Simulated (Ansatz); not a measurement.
La$_{2}$O$_{3}$:
```yaml
crystal:
  lattice:
    - [3.91909, 0.00000, 0.00000]
    - [-1.95954, 3.39403, 0.00000]
    - [0.00000, 0.00000, 6.13816]
  atoms:
    - { symbol: La, position: [0.33333, 0.66667, 0.24740] }
    - { symbol: La, position: [0.66667, 0.33333, 0.75260] }
    - { symbol: O, position: [0.00000, 0.00000, 0.00000] }
    - { symbol: O, position: [0.33333, 0.66667, 0.64539] }
    - { symbol: O, position: [0.66667, 0.33333, 0.35461] }
```

Relaxed with HSE06. Special points in fractions of this cell's reciprocal vectors: Γ (0.000, 0.000, 0.000); M (0.500, 0.000, 0.000); K (0.333, 0.333, 0.000); A (0.000, 0.000, 0.500); L (0.500, 0.000, 0.500); H (0.333, 0.333, 0.500).

Task: List the band energies nearest the valence-band maximum at these points for the program Ansatz at the HSE06 level (PAW).

Result: In eV from the valence-band maximum; about four levels below and three above (degenerate sets whole), none deeper than 8.9 eV; points with the same levels are listed once.

```csv
k,below,above
Γ,-1.80 -0.39 -0.39 -0.11,6.05 6.30 6.30
M,-0.80 -0.73 -0.44 -0.33,5.39 6.92 7.20
K,-0.91 -0.89 -0.89 -0.12,5.28 6.71 6.71
A,-1.06 -0.84 -0.29 -0.29,6.70 6.70 6.92
L,-1.05 -0.80 -0.39 0.00,6.24 6.42 7.79
H,-0.61 -0.30 -0.30 -0.25,5.85 6.66 7.29 7.29
```

Space group P-3m1 (La2O3 or Ni2Al3 type). Symmetry was held in the HSE06 relaxation. The hybrid was solved on a coarse mesh, the path and, where they were found, the r²SCAN edge points; its band edges are the extreme levels among these. Spin–orbit coupling is left out wherever it is not named.

Potentials: the later of the program's two PAW sets.
